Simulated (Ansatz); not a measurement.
Questions on the electronic state of YbB6

YbB6 is taken in the coordinates of a database entry, unrelaxed (space group Pm-3m), 7 atoms in the cell. Forces or pressure are large there, so the entry is far from the computed equilibrium and may be faulty or of a sample under other conditions. Source: COD entry 2311005, which need not be the ambient phase.

```xyz
7
Lattice="4.1444 0.0000 0.0000 0.0000 4.1444 0.0000 0.0000 0.0000 4.1444" Properties=species:S:1:pos:R:3 pbc="T T T"
Yb    0.0000    0.0000    0.0000
B     0.8579    2.0722    2.0722
B     2.0722    0.8579    2.0722
B     3.2865    2.0722    2.0722
B     2.0722    3.2865    2.0722
B     2.0722    2.0722    0.8579
B     2.0722    2.0722    3.2865
```

Numbers behind element symbols give the atom's place in this list.

All numbers below come from Ansatz, DFT, r2SCAN, PAW, plane waves, scalar-relativistic.

- Plane-wave cutoff: 500 eV
- k-point mesh: 4×4×4 (Γ-centred)
- Occupations: Fermi–Dirac smearing, 0.1 eV
- Valence electrons: 42

Spin–orbit coupling is left out, so orbital moments of the f shell are missing. A semilocal functional without U tends to delocalise d and f electrons. With one magnetic atom in the cell its copies can only be parallel; orders in a larger cell may lie lower.

Only collinear orders within this cell were tried; the true ground state may need a larger cell.

Plain SCF: the run stops at the first self-consistent solution.

Task: Predict the lowest-energy solution among 14 converged runs.

Result: Non-magnetic, no gap on the k-mesh.

Machine: 2 threads of Arm Neoverse V1, on a shared host.

Task: Estimate the wall time and peak memory of the run “whole orbital fillings typed, random choice 3 of orbitals (Yb1 7 up 6 down), symmetry off, plain SCF [typed beside these: Yb1 1.00 μB]” on this machine.

Result: 68 s, 0.53 GiB (27 iterations, 36 k-points after symmetry).
